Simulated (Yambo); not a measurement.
```
RbCl
1.0
    0.00000     3.27043     3.27043
    3.27043     0.00000     3.27043
    3.27043     3.27043     0.00000
Cl Rb
1 1
Cartesian
  3.27043   3.27043   3.27043
  0.00000   0.00000   0.00000
```

RbCl (rock salt, space group Fm-3m, No. 225): mean Im ε in 1 eV windows above the direct gap of 7.94 eV, for different electron-hole kernels (Yambo, broadening 0.15 eV, PBEsol (Quantum ESPRESSO, PseudoDojo norm-conserving, 58 Ry, without SOC) bands; 6×6×6 mesh, 3 valence and 7 conduction bands, static screening with 32 bands and a 4 Ry block, scissor 3.04 eV, Tamm-Dancoff; field along x).

```tsv
window (eV)	independent quasiparticles	BSE
7.9 to 8.9	0.5	2.1
8.9 to 9.9	1.3	1.4
9.9 to 10.9	2.4	2.6
10.9 to 11.9	2.1	2.3
11.9 to 12.9	2.5	1.1
12.9 to 13.9	3.1	0.6
```

This run doesn't resolve bound excitons or single peaks, so only averages are given, and they too depend on the mesh; weight that the attraction moves below the gap isn't listed. All transitions below 15.39 eV are in the band window. The scissor comes from a G0W0 run whose convergence isn't established.

Geometry relaxed with PBEsol.
